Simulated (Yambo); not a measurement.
BN (rhombohedral, space group R3m, No. 160): the exchange self-energy on PBEsol orbitals (Yambo, 6×6×6 mesh) holds the Coulomb divergence, which is integrated with random points (RandQpts).

```json
[
 {"random points": "1,000", "exchange-only gap (0, 0.333, -0.333) → F (eV)": "12.26", "shift of the valence edge (eV)": "-3.14", "gap against the reference (meV)": "-140"},
 {"random points": "10,000", "exchange-only gap (0, 0.333, -0.333) → F (eV)": "12.31", "shift of the valence edge (eV)": "-3.24", "gap against the reference (meV)": "-86"},
 {"random points": "100,000", "exchange-only gap (0, 0.333, -0.333) → F (eV)": "12.41", "shift of the valence edge (eV)": "-3.39", "gap against the reference (meV)": "19"},
 {"random points": "1,000,000", "exchange-only gap (0, 0.333, -0.333) → F (eV)": "12.40", "shift of the valence edge (eV)": "-3.36", "gap against the reference (meV)": "3"},
 {"random points": "5,000,000", "exchange-only gap (0, 0.333, -0.333) → F (eV)": "12.40", "shift of the valence edge (eV)": "-3.36", "gap against the reference (meV)": "reference"}
]
```

From 100,000 points on, the gap stays within 20 meV of the run with most points. The error is statistical; each row is a single draw, so the rows fix no rate of convergence.

Geometry of the Materials Project entry, not relaxed at this level; primitive cell a = 3.6693 Å, b = 3.6693 Å, c = 3.6693 Å, α = 39.87°, β = 39.87°, γ = 39.87°.

This is not the ordinary phase of the substance; no match was found in the copy of COD used, and its stability was not checked.

A shift is the quasiparticle energy of the state minus its PBEsol energy.

The distance between layers or molecules is the database entry's, not relaxed here. Functionals without dispersion can leave it too large, which widens gaps and weakens the response across layers: the numbers belong to this cell.
